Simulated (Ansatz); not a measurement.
## Property card for Ag

Ag:
```
Ag
1.0
    2.86956     0.00000     0.00000
   -1.43478     2.48511     0.00000
    0.00000     0.00000     9.35615
Ag
4
Direct
  0.00000   0.00000   0.00000
  0.00000   0.00000   0.50000
  0.33333   0.66667   0.25000
  0.66667   0.33333   0.75000
```

Space group P6_3/mmc (No. 194), dhcp (α-La type); conventional cell a = b = 2.8696 Å, c = 9.3561 Å, α = β = 90.00°, γ = 120.00°.

Method: PBEsol (plane waves, PAW; program Ansatz). Structure relaxed to zero pressure with the same functional. Other levels are named where they apply.

### Cell and energy

Volume per atom: 16.68 Å³
Density: 10.74 g/cm³

### Electronic structure

- Electronic character: metallic (no gap)
- Density of states at the Fermi level: 0.28 states/eV per atom (mean over ±0.08 eV)

The first step of the workflow began from a Materials Project structure, measured or hypothetical; the Crystallography Open Database files this formula in space group No. 194, but the cells were not matched. It is not the phase usual at ambient conditions (space group No. 225). The cell was relaxed with PBEsol under the symmetry of its start; its stability against distortions is not shown here. No spin polarisation was allowed. Axis ratios of metals converge slowly with the k-mesh, so a and c are less sure than the volume. Spin–orbit coupling is left out wherever it is not named.

Potentials: the earlier of the program's two PAW sets.
